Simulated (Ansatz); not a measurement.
NbC:
```cif
data_C2Nb2
_chemical_formula_sum 'Nb2 C2'
_space_group_name_H-M_alt 'P 1'
_space_group_IT_number 1
_cell_length_a 3.07740
_cell_length_b 3.07740
_cell_length_c 5.27444
_cell_angle_alpha 90.000
_cell_angle_beta 90.000
_cell_angle_gamma 120.000
loop_
_space_group_symop_operation_xyz
  'x, y, z'
loop_
_atom_site_label
_atom_site_type_symbol
_atom_site_fract_x
_atom_site_fract_y
_atom_site_fract_z
_atom_site_occupancy
Nb1 Nb 0.66667 0.33333 0.75000 1
Nb2 Nb 0.33333 0.66667 0.25000 1
C1 C 0.00000 0.00000 0.00000 1
C2 C 0.00000 0.00000 0.50000 1
```

Relaxed with LDA.

Task: Which orbitals make up the states near the Fermi level in the program Ansatz at the LDA level (PAW)?

Result: Within 0.5 eV of the Fermi level: Nb 4d 65 %, C 2p 31 %. Projections are on Löwdin-orthogonalised atomic valence shells; empty p or d shells of many metals are not among them.

Task: Tabulate the density of states.

Result: States/eV per cell of 4 atoms, in 0.25 eV bins, energy from the Fermi level.

| E (eV) | total | Nb 4d | C 2p | C 2s |
|---|---|---|---|---|
| -7.85 | 0.00 | 0.00 | 0.00 | 0.00 |
| -7.60 | 0.00 | 0.00 | 0.00 | 0.00 |
| -7.35 | 0.04 | 0.01 | 0.02 | 0.00 |
| -7.10 | 0.09 | 0.03 | 0.04 | 0.00 |
| -6.85 | 0.35 | 0.14 | 0.15 | 0.01 |
| -6.60 | 0.61 | 0.25 | 0.26 | 0.02 |
| -6.35 | 0.94 | 0.38 | 0.41 | 0.03 |
| -6.10 | 1.65 | 0.71 | 0.72 | 0.04 |
| -5.85 | 1.89 | 0.83 | 0.82 | 0.05 |
| -5.60 | 1.40 | 0.61 | 0.62 | 0.05 |
| -5.35 | 1.87 | 0.80 | 0.86 | 0.06 |
| -5.10 | 3.83 | 1.66 | 1.85 | 0.08 |
| -4.85 | 4.68 | 2.09 | 2.28 | 0.05 |
| -4.60 | 3.07 | 1.40 | 1.46 | 0.04 |
| -4.35 | 2.88 | 1.38 | 1.32 | 0.04 |
| -4.10 | 2.89 | 1.39 | 1.33 | 0.03 |
| -3.85 | 2.81 | 1.35 | 1.31 | 0.02 |
| -3.60 | 2.21 | 1.11 | 1.00 | 0.02 |
| -3.35 | 2.87 | 1.49 | 1.22 | 0.05 |
| -3.10 | 4.99 | 2.70 | 1.95 | 0.12 |
| -2.85 | 3.05 | 1.62 | 1.28 | 0.04 |
| -2.60 | 1.33 | 0.61 | 0.67 | 0.01 |
| -2.35 | 1.32 | 0.67 | 0.61 | 0.01 |
| -2.10 | 1.15 | 0.58 | 0.54 | 0.01 |
| -1.85 | 0.92 | 0.43 | 0.46 | 0.01 |
| -1.60 | 0.79 | 0.37 | 0.40 | 0.00 |
| -1.35 | 0.73 | 0.36 | 0.35 | 0.00 |
| -1.10 | 0.96 | 0.56 | 0.38 | 0.00 |
| -0.85 | 1.35 | 0.81 | 0.49 | 0.01 |
| -0.60 | 1.58 | 0.90 | 0.63 | 0.01 |
| -0.35 | 1.89 | 1.01 | 0.80 | 0.01 |
| -0.10 | 2.09 | 1.18 | 0.83 | 0.01 |
| 0.15 | 1.64 | 1.21 | 0.37 | 0.01 |
| 0.40 | 1.98 | 1.59 | 0.33 | 0.01 |
| 0.65 | 2.07 | 1.70 | 0.31 | 0.01 |
| 0.90 | 1.58 | 1.33 | 0.19 | 0.01 |
| 1.15 | 1.40 | 1.22 | 0.14 | 0.01 |
| 1.40 | 1.14 | 1.01 | 0.09 | 0.00 |
| 1.65 | 1.10 | 0.99 | 0.08 | 0.01 |
| 1.90 | 1.03 | 0.92 | 0.08 | 0.01 |
| 2.15 | 1.07 | 0.95 | 0.08 | 0.01 |
| 2.40 | 1.69 | 1.45 | 0.17 | 0.02 |
| 2.65 | 2.34 | 1.97 | 0.28 | 0.03 |
| 2.90 | 3.52 | 2.89 | 0.49 | 0.05 |
| 3.15 | 3.55 | 2.70 | 0.59 | 0.13 |
| 3.40 | 2.93 | 1.98 | 0.60 | 0.17 |
| 3.65 | 2.01 | 1.23 | 0.49 | 0.14 |
| 3.90 | 2.25 | 1.44 | 0.47 | 0.19 |
| 4.15 | 2.66 | 1.70 | 0.56 | 0.22 |
| 4.40 | 3.13 | 1.93 | 0.72 | 0.24 |

Space group P6_3/mmc (NiAs type). The first step of the workflow began from a Materials Project structure, measured or hypothetical; the Crystallography Open Database copy checked does not list it. It is not the phase usual at ambient conditions (space group No. 225). The LDA relaxation kept the symmetry of its start; its stability against distortions is not shown here. No spin polarisation was allowed. Spin–orbit coupling is left out wherever it is not named.

Potentials: the later of the program's two PAW sets.
